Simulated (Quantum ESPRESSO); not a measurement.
## Band energies of Ni3Si

```
CELL_PARAMETERS angstrom
      3.46374     0.00000     0.00000
      0.00000     3.46374     0.00000
      0.00000     0.00000     3.46374
ATOMIC_POSITIONS crystal
  Si 0.00000 0.00000 0.00000
  Ni 0.00000 0.50000 0.50000
  Ni 0.50000 0.00000 0.50000
  Ni 0.50000 0.50000 0.00000
```

PBEsol (Quantum ESPRESSO, PseudoDojo norm-conserving, 98 Ry, scalar-relativistic); path ΓXMΓRX,MR; energies in eV from the Fermi level.

```csv
k (1/Å),point,band 25,band 26,band 27,band 28,band 29,band 30,band 31,band 32
0.00,Γ,-0.99,-0.65,-0.65,-0.30,0.01,0.01,0.01,5.14
0.23,,-0.86,-0.66,-0.65,-0.38,0.01,0.38,0.38,5.45
0.57,,-1.15,-1.04,-0.84,-0.58,0.01,2.03,2.03,5.50
0.91,X,-1.42,-1.37,-1.22,-0.58,0.01,3.74,3.74,5.27
1.13,,-1.37,-1.21,-1.08,-0.65,-0.16,2.61,3.90,3.92
1.47,,-1.30,-1.23,-1.06,-0.87,-0.72,1.06,1.41,4.81
1.81,M,-1.52,-1.52,-1.18,-1.09,-1.04,0.68,0.68,5.83
2.13,,-1.32,-1.25,-1.23,-0.80,-0.78,0.68,1.60,4.56
2.35,,-1.30,-1.04,-1.03,-0.61,-0.50,0.65,3.21,3.40
2.67,,-0.89,-0.87,-0.59,-0.54,-0.17,0.49,1.31,5.90
2.99,,-0.93,-0.64,-0.64,-0.32,0.00,0.07,0.09,5.25
3.10,Γ,-0.99,-0.65,-0.65,-0.30,0.01,0.01,0.01,5.14
3.19,,-0.89,-0.64,-0.64,-0.32,-0.01,0.07,0.07,5.24
3.49,,-0.77,-0.77,-0.61,-0.48,-0.10,0.63,0.63,6.64
3.78,,-1.18,-1.00,-1.00,-0.35,-0.15,0.84,0.84,5.52
4.08,,-1.42,-1.11,-1.11,-0.38,-0.19,0.44,0.44,3.33
4.27,,-1.44,-1.15,-1.15,-0.53,-0.21,0.03,0.03,2.25
4.57,,-1.51,-1.31,-1.31,-0.64,-0.23,-0.22,-0.22,1.43
4.67,R,-1.53,-1.32,-1.32,-0.60,-0.23,-0.23,-0.23,1.38
4.85,,-1.46,-1.29,-1.28,-0.70,-0.24,-0.20,-0.17,1.57
5.03,,-1.39,-1.22,-1.09,-0.79,-0.27,0.08,0.13,1.98
5.31,,-1.23,-1.17,-1.13,-0.89,-0.33,0.95,1.46,2.42
5.58,,-1.33,-1.28,-0.95,-0.79,-0.27,2.25,2.85,3.27
5.86,,-1.41,-1.26,-1.21,-0.59,-0.02,3.58,3.61,5.05
5.95,X,-1.42,-1.37,-1.22,-0.58,0.01,3.74,3.74,5.27
5.95,M,-1.52,-1.52,-1.18,-1.09,-1.04,0.68,0.68,5.83
6.25,,-1.38,-1.35,-1.22,-1.12,-0.74,0.47,0.47,3.59
6.55,,-1.34,-1.29,-1.23,-0.93,-0.37,-0.03,-0.03,1.94
6.86,R,-1.53,-1.32,-1.32,-0.60,-0.23,-0.23,-0.23,1.38
```

A metal at this level: along this path bands 30, 31 cross the Fermi level.

Geometry of the Materials Project entry, not relaxed at this level.

The runs are not spin-polarised; magnetic order was not tried.
